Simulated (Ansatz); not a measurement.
SrAsPt:
```yaml
crystal:
  lattice:
    - [4.26394, 0.00000, 0.00000]
    - [-2.13197, 3.69268, 0.00000]
    - [0.00000, 0.00000, 9.02141]
  atoms:
    - { symbol: Sr, position: [0.00000, 0.00000, 0.50000] }
    - { symbol: Sr, position: [0.00000, 0.00000, 0.00000] }
    - { symbol: As, position: [0.33333, 0.66667, 0.75000] }
    - { symbol: As, position: [0.66667, 0.33333, 0.25000] }
    - { symbol: Pt, position: [0.33333, 0.66667, 0.25000] }
    - { symbol: Pt, position: [0.66667, 0.33333, 0.75000] }
```

Relaxed with r²SCAN. Special points in fractions of this cell's reciprocal vectors: Γ (0.000, 0.000, 0.000); M (0.500, 0.000, 0.000); K (0.333, 0.333, 0.000); A (0.000, 0.000, 0.500); L (0.500, 0.000, 0.500); H (0.333, 0.333, 0.500).

**Question.** List the band energies nearest the Fermi level at these points for DFT-r²SCAN in the program Ansatz with PAW potentials.

**Answer.** In eV from the Fermi level; about four levels below and three above (degenerate sets whole), none deeper than 8.9 eV; points with the same levels are listed once.

| k | below | above |
|---|---|---|
| Γ | -2.60 -2.60 -2.36 -1.62 | 1.36 1.62 1.62 |
| M | -1.20 -0.62 -0.31 -0.16 | 1.04 2.52 4.19 |
| K | -1.99 -1.99 0.00 0.00 | 2.16 2.16 4.08 4.08 |
| A | -2.75 -2.75 -2.75 -2.75 -2.01 -2.01 | 1.63 1.63 2.08 2.08 2.08 2.08 |
| L | -0.91 -0.91 -0.16 -0.16 | 1.58 1.58 3.82 3.82 |
| H | -2.64 -2.64 -2.00 -2.00 | 0.26 0.26 1.61 1.61 |

Space group P6_3/mmc. The first step of the workflow began from a Materials Project structure, measured or hypothetical; the Crystallography Open Database copy checked does not list it. With As and Pt taken as one species the cell has the higher symmetry P6/mmm, so it may be an ordered model of a mixed-site phase. Its standing as an ambient phase is unchecked. The r²SCAN relaxation kept the symmetry of its start; whether a distortion lowers the energy is not shown. The run is not spin-polarised. Spin–orbit coupling is left out wherever it is not named.

Potentials: the later of the program's two PAW sets.
